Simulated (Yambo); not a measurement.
Consider the following.

```
LiBaF3
1.0
    3.98858     0.00000     0.00000
    0.00000     3.98858     0.00000
    0.00000     0.00000     3.98858
Li F Ba
1 3 1
Direct
  0.50000   0.50000   0.50000
  0.00000   0.50000   0.50000
  0.50000   0.00000   0.50000
  0.50000   0.50000   0.00000
  0.00000   0.00000   0.00000
```

Workflow: norm-conserving PBEsol (Quantum ESPRESSO, 84 Ry, no spin-orbit coupling), then G0W0 in Yambo (4×4×4 Γ-centred k mesh, bands 2 to 121 and a 8 Ry block in the screening, 121 bands in G with the Bruneval-Gonze terminator, plasmon pole fitted at 27.2 eV).

Give the PBEsol and G0W0 gaps between the band edges found on this mesh, and say where the edges lie.

Edges: Γ → Γ. PBEsol: 6.61 eV; G0W0: 9.84 eV. Nearest settings tried, and what they do to the gap: 79 bands in G: +24 meV; 48 bands in W, 48 bands in G: +267 meV; 3 Ry block (57 vectors against 179): +280 meV. Not varied: mesh. So the settings aren't converged at that level. The cell is held in this high symmetry; tilts and polar distortions were not searched.

Geometry of the Materials Project entry, not relaxed at this level.

The structure is a Materials Project entry; no match was found in the copy of COD used, and its stability was not checked.
